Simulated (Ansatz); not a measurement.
The relaxed structure here is a generated cell of CdSe: the first start was made by placing the elements on the sites of a structure type, and the end was not matched to a known phase here, so it may be hypothetical. Known forms of CdSe include space group No. 186, 216.

The end point of a relaxation of CdSe. Space group P6₃/mmc (No. 194). Computed with r2SCAN (plane waves to 500 eV, PAW, scalar-relativistic; Ansatz, a first-principles code).

```cif
data_Cd2Se2
_chemical_formula_sum 'Cd2 Se2'
_space_group_name_H-M_alt 'P63/mmc'
_space_group_IT_number 194
_space_group_name_Hall '-P 6c 2c'
_cell_length_a 4.59996
_cell_length_b 4.59996
_cell_length_c 6.00722
_cell_angle_alpha 90.000
_cell_angle_beta 90.000
_cell_angle_gamma 120.000
loop_
_atom_site_label
_atom_site_type_symbol
_atom_site_symmetry_multiplicity
_atom_site_Wyckoff_symbol
_atom_site_fract_x
_atom_site_fract_y
_atom_site_fract_z
_atom_site_occupancy
Cd1 Cd 2 c 0.33333 0.66667 0.25000 1
Se1 Se 2 d 0.66667 0.33333 0.25000 1
```

### Question
What band gap does r2SCAN give?

### Answer
0.72 eV, indirect (valence top at H, conduction bottom at Γ) (no spin-orbit coupling).

### Question
Estimate the smallest direct gap that r2SCAN returns for this input.

### Answer
0.93 eV at Γ.

No spin polarisation in the result.

The run could not lower the symmetry of its start; a shaken copy of this end point relaxes with r2SCAN to P6₃mc (No. 186), 97 meV/atom lower.
